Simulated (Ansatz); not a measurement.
**CoSi$_{4}$: relaxed-ion elastic tensor**

Level of theory: DFT PBE, scalar-relativistic, plane waves, PAW (Ansatz 0.2.0). Cutoff 420 eV, 8×8×16 k-points (Γ-centred), Fermi-Dirac smearing of 0.15 eV. No spin polarisation.

Equilibrium structure at this level:
```
Co Si
1.0
     5.16229    0.00000    0.00000
     0.00000    5.16229    0.00000
     0.00000    0.00000    2.64956
Co Si
1 4
Direct
  0.00000 0.00000 0.00000
  0.73163 0.73163 0.50000
  0.26837 0.26837 0.50000
  0.26837 0.73163 0.50000
  0.73163 0.26837 0.50000
```

The cell was found from a structure generator's guess, not taken from experiment. In a metal, frequencies and elastic constants depend on the k mesh and the smearing, soft modes and shear constants most.

Problem. Give the relaxed-ion elastic constants (GPa, Voigt order xx yy zz yz xz xy, on the Cartesian axes of the cell above).

Solution.
C11 = 311.8, C12 = 71.6, C13 = 71.0, C22 = 311.8, C23 = 71.0, C33 = 251.6, C44 = 69.9, C55 = 69.9, C66 = 124.4 GPa; the others vanish.

Problem. Is the crystal stable against homogeneous strain?

Solution. Yes: the least eigenvalue of the tensor is 69.9 GPa.

Problem. And the moduli of a polycrystal (Hill averages)?

Solution. B = 144 GPa, G = 94 GPa, E = 231 GPa, ν = 0.23.
